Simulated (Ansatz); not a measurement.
A geometry of HfSiO$_{4}$ away from equilibrium: step 2 of the relaxation of a relaxed HfSiO4 cell, doubled along one cell vector, shaken by Gaussian noise of σ = 0.08 Å a coordinate. Level of theory: PBEsol (plane waves to 420 eV, PAW, scalar-relativistic; Ansatz, a first-principles code). Γ-centred k-mesh 8×8×2 on the run's cell (coarser than for final values), Fermi–Dirac smearing 0.05 eV.

```yaml
crystal:
  lattice:
    - [3.54262, 0.04721, 0.00310]
    - [-1.73043, 3.10273, -0.00012]
    - [0.00944, 0.00502, 10.93566]
  atoms:
    - { symbol: Hf, position: [0.00553, 0.03958, 0.26012] }
    - { symbol: Hf, position: [0.94026, 0.95824, 0.74814] }
    - { symbol: Si, position: [0.05132, 0.09595, 0.00296] }
    - { symbol: Si, position: [0.99940, 0.00744, 0.50069] }
    - { symbol: O, position: [0.32472, 0.69385, 0.12200] }
    - { symbol: O, position: [0.30160, 0.64870, 0.63079] }
    - { symbol: O, position: [0.67363, 0.33355, 0.13488] }
    - { symbol: O, position: [0.65198, 0.28195, 0.64329] }
    - { symbol: O, position: [0.67106, 0.34395, 0.36404] }
    - { symbol: O, position: [0.63387, 0.29806, 0.86878] }
    - { symbol: O, position: [0.33779, 0.67192, 0.35468] }
    - { symbol: O, position: [0.28707, 0.65537, 0.86316] }
```

Problem. Give the Cartesian forces on all atoms (eV/Å).

Solution. 
```csv
atom,Fx,Fy,Fz
Hf1,-0.08,0.08,0.31
Hf2,-0.21,-0.58,0.67
Si3,0.43,2.12,-0.06
Si4,0.10,0.39,0.54
O5,-0.43,-0.46,-0.56
O6,0.02,-0.37,-0.43
O7,0.37,-0.61,0.16
O8,-0.07,0.25,0.27
O9,0.41,-0.39,0.21
O10,-0.08,-0.44,0.36
O11,-0.41,0.41,-0.94
O12,-0.05,-0.40,-0.52
```

Problem. What is the pressure?

Solution. -1.1 GPa, compression positive.

Problem. How much energy per atom can still be gained by relaxing?

Solution. 2.04 eV/atom; the path ends in P1 (No. 1).

No spin polarisation in the result.

The end of the path is a generated cell of HfSiO4: the first start was made by placing the elements on the sites of a structure type, and the end was not matched to a known phase here, so it may be hypothetical.
